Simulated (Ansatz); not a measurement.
YN in space group P6_3/mmc (No. 194; Y on 2d, N on 2c), DFT-PBEsol in the program Ansatz with PAW potentials. The conduction-band minimum lies at K, with 2 equivalent valleys. Second derivatives d²E/dk² of the lowest band at one valley (eV·Å²), along Cartesian directions:

```
direction  d²E/dk²
---------  -------
[100]        13.67
[010]        13.67
[001]        47.98
[110]        13.67
[101]        30.84
[011]        30.84
```

Task: Find the principal effective masses, the density-of-states mass and the conductivity mass.

Result: Off-diagonal terms follow from H_xy = H[110] − (H_xx + H_yy)/2, and m*/mₑ = 7.620 eV·Å² over each eigenvalue: 0.16, 0.56, 0.56. One valley's DOS mass (m₁m₂m₃)^(1/3) = 0.37, conductivity mass 3/(Σ 1/mᵢ) = 0.30 mₑ.

Task: What effective density of states Nc follows at 300 K for parabolic valleys?

Result: Nc = 2.509e19 × 2 × (0.37)^(3/2) ≈ 1.1e19 cm⁻³.

The first step of the workflow began from a Materials Project structure, measured or hypothetical; the Crystallography Open Database copy checked does not list it. COD files the formula under space group No. 225. Whether it is the stable phase at ambient conditions was not checked. The cell was relaxed with PBEsol under the symmetry of its start; its stability against distortions is not shown here. The run is not spin-polarised. Spin–orbit coupling is left out wherever it is not named.

Potentials: the later of the program's two PAW sets.

Edges and masses are those of Kohn–Sham bands, whose gap is no quasiparticle gap.
